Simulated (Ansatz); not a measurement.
TaRu: energy along a strain

TaRu, Cmmm, a = 3.308 Å, b = 4.683 Å, c = 4.162 Å (as given, not relaxed at this level: -8.7 GPa). The structure is a Materials Project entry; whether it is the stable form wasn't checked. Ansatz: PBEsol, PAW, 420 eV, Γ-centred 18×18×12 mesh on 2 atoms, Gaussian smearing 0.15 eV; no spin polarisation. Cell vectors (Å): 1.654 -2.342 0.000; 1.654 2.342 0.000; 0.000 0.000 4.162. The cell is strained by x per cent times the pattern (1 0 0 0 0 0) in the order xx yy zz yz xz xy (engineering shears), with fractional coordinates held. y is the free energy over the start, V0 = 16.122 Å³/atom.

| x (%) | y (meV/atom) |
| --- | --- |
| -4.00 | ? |
| -3.00 | -10.03 |
| -2.00 | -9.65 |
| -1.00 | -6.24 |
| 0.00 | 0.00 |
| 1.00 | 8.83 |
| 2.00 | 20.05 |
| 3.00 | 33.46 |
| 3.50 | 40.94 |
| 4.00 | 48.91 |

Q: Fit y = c1 x + c2 x² + c3 x³ to the other rows, get the stiffness along the pattern, and predict the missing energy.

A: Least squares on the rows shown. y = 7.5571 x + 1.3020 x² − 0.033830 x³. The clamped-ion stiffness p·C·p = 2 × 13.02 eV × 160.2 / 16.122 Å³ = 259 GPa, which is C11 in these axes (second derivative at the start, which stands under stress). At x = -4.00 the fit asked for gives -7.23 meV/atom. The run gave -7.12 meV/atom, so the fit is 0.11 meV/atom too low, a small miss on the scale of the series.

Spin–orbit coupling is left out, which can shift energies with elements as heavy as these.